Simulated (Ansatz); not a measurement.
All numbers below come from Ansatz, DFT PBE, scalar-relativistic, plane waves, PAW. All cells share a 420 eV cutoff and Γ-centred k meshes spaced at most about 0.3 Å⁻¹ (about 0.25 or finer for metals, 2π included). No spin polarisation in the final relaxations.

All energies are static (0 K, no zero-point motion).

Compare these two cells of BiTe3, each relaxed at this level.

A.

```
Bi Te
1.0
     6.03246    0.00000    0.00000
     0.00000    6.03246    0.00000
     0.00000    0.00000    6.03246
Bi Te
1 3
Direct
  0.50000 0.50000 0.50000
  0.00000 0.50000 0.50000
  0.50000 0.00000 0.50000
  0.50000 0.50000 0.00000
```

B.

```
Bi Te
1.0
     5.67127    0.00000    0.00000
    -2.83563    4.91146    0.00000
     0.00000    0.00000    6.00412
Bi Te
1 3
Cartesian
  0.0000 0.0000 0.0000
  0.0000 3.2743 0.0000
  2.8356 1.6372 0.0000
  0.0000 0.0000 3.0021
```

Task: Which is lower in energy, and by how much?

Result: B is lower, by 217 meV/atom. A has the ReO3 type, space group Pm-3m (No. 221), 54.9 Å³/atom and no gap on its mesh; B has the anti-Li3N type, space group P6/mmm (No. 191), 41.8 Å³/atom and no gap. Counting Te atoms around Bi (those within 1.25 times the shortest such distance or 1.15 times the sum of covalent radii, 1.27 where that leaves under three; a plus sign parts nearer from farther groups), A has Bi 6 and B has Bi 2+6. The denser one is the lower, and pressure would at first widen the difference. Even the lower one lies +0.43 eV/atom against the reference forms of the elements (uncorrected), so neither is stable at this level. Both come from invented guesses. A third cell relaxed alike, in P6_3/mmc, lies 0.35 eV/atom below the lower of the two.

These runs have no spin–orbit coupling, which can matter for Bi and Te. In Pm-3m, P6/mmm an odd number of electrons in the primitive cell allows no gap without spin; a larger cell or a magnetic state could open one. A magnetic state wasn't ruled out in cells without spin, among them Pm-3m, P6/mmm. Cells relaxed within their symmetry can be saddle points.
